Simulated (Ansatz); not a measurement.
Zr:
```yaml
crystal:
  lattice:
    - [5.03772, 0.00000, 0.00000]
    - [-2.51886, 4.36280, 0.00000]
    - [0.00000, 0.00000, 3.15867]
  atoms:
    - { symbol: Zr, position: [0.00000, 0.00000, 0.00000] }
    - { symbol: Zr, position: [0.33333, 0.66667, 0.50000] }
    - { symbol: Zr, position: [0.66667, 0.33333, 0.50000] }
```

This is the r²SCAN-relaxed structure.

All from r²SCAN (plane waves, PAW; program Ansatz), unless another level is named. Give the density of states at the Fermi level.

0.81 states/eV per atom (mean over ±0.08 eV).

What about the gap with spin–orbit coupling?

none (metallic).

Space group P6/mmm. This is a known high-pressure phase of the composition, computed here at zero pressure and temperature. Symmetry was held in the r²SCAN relaxation; whether a distortion lowers the energy is not shown. No spin polarisation was allowed. Scalar-relativistic: spin–orbit coupling is off unless named, which matters more the heavier the elements.

Potentials: the earlier of the program's two PAW sets.
